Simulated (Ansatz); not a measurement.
A geometry of SiS₂ away from equilibrium: step 2 of the relaxation of a relaxed SiS2 cell, doubled along one cell vector, shaken by Gaussian noise of σ = 0.08 Å a coordinate. Method: r2SCAN (plane waves to 500 eV, PAW, scalar-relativistic; Ansatz, a program for electronic structure). Γ-centred k-mesh 4×7×7 on the run's cell (coarser than for final values), Fermi–Dirac smearing 0.05 eV.

```
SiS2
1.0
   -0.07218     5.93791     5.89746
    2.97308    -0.02501     2.93765
    2.94178     2.92658     0.00629
Si S
2 4
Direct
  0.00208   0.02288   0.98133
  0.49886   0.01348   0.00484
  0.13945   0.26914   0.21437
  0.61959   0.24659   0.25990
  0.39339   0.76155   0.71528
  0.86491   0.74204   0.79420
```

Predict the force on each atom, in eV/Å.


```
atom     Fx     Fy     Fz
----  -----  -----  -----
Si1    0.00  -0.12   0.03
Si2   -0.02   0.04   0.07
S3    -0.12   0.32   0.08
S4     0.18  -0.28  -0.04
S5    -0.15   0.32   0.06
S6     0.12  -0.28  -0.19
```

What is the pressure?

+0.4 GPa, compression positive.

How much energy per atom can still be gained by relaxing?

1.24 eV/atom; the path ends in C2/m (No. 12).

No spin polarisation in the result. No dispersion correction is included, so spacings between layers, chains or molecules are soft and tend to come out too large.

The end of the path is a generated cell of SiS2: the first start was made by placing the elements on the sites of a structure type, and the end was not matched to a known phase here, so it may be hypothetical.
